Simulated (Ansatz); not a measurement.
# C: stationary points along a deformation path

Theory: Ansatz 0.2.0, DFT LDA, scalar-relativistic, plane waves, PAW. The runs took a 420 eV cutoff, a Γ-centred 24×24×24 mesh and Gaussian smearing (0.15 eV). No spin polarisation. Energies are free energies at this smearing, counted from the undisturbed cell; pressure is positive in compression.

The starting cell (relaxed at this level):

```
C
1.0
     1.22245    0.70578   11.09725
    -1.22245    0.70578   11.09725
     0.00000   -1.41156   11.09725
C
4
Direct
  0.04985 0.04985 0.04985
  0.95015 0.95015 0.95015
  0.28347 0.28347 0.28347
  0.71653 0.71653 0.71653
```

The cell holds layers and no dispersion correction was added, so their binding is poorly described.

At fixed volume and fractional coordinates, lengths along (0.000, 0.000, 1.000) are scaled against those across it; ρ is that ratio over its starting value. V = 14.362 Å³/atom. Δσ is the stress along the axis less the mean stress across it (compression positive).

| ρ | ΔE (meV/atom) | Δσ (GPa) | space group |
| --- | --- | --- | --- |
| 0.850 | 197.9 | 39.34 | R-3m |
| 0.920 | 53.9 | 21.24 | R-3m |
| 1.000 | 0.0 | 0.03 | R-3m |
| 1.100 | 75.7 | -27.17 | R-3m |
| 1.200 | 288.2 | -55.07 | R-3m |

**Question.** How does the stress give the slope of the energy, and where is the energy stationary?

**Answer.** Along the path d ln(length) is 2/3 d ln ρ on the axis and −1/3 d ln ρ across it, so dE/d ln ρ = −(2/3) V Δσ: the energy falls with ρ where Δσ is positive. Δσ vanishes or changes sign at ρ = 1.000 (R-3m), a minimum at 0.0 meV/atom. Pairs of stationary points between two samples would go unseen, and could change a minimum read from distant neighbours into a maximum.

**Question.** Integrate that slope from ρ = 1 to 1.200 by the trapezoid rule.

**Answer.** With V/N in Å³ and 1 eV/Å³ = 160.2 GPa the slopes at ρ = 1.000, 1.100, 1.200 are -2, 1624, 3291 meV/atom per unit of ln ρ. The steps add 77.3 + 213.8 = 291.1 meV/atom, against 288.2 from the energies; the trapezoid rule misses the curvature of the slope within each step.

Forces appear on the atoms along this scan, and letting them relax would lower the energy and soften the response. In a metal these slopes depend on the k mesh and the smearing.

Cost: 5 runs of about 3.9 core-minutes in all, on Arm Neoverse V2 (shared hosts).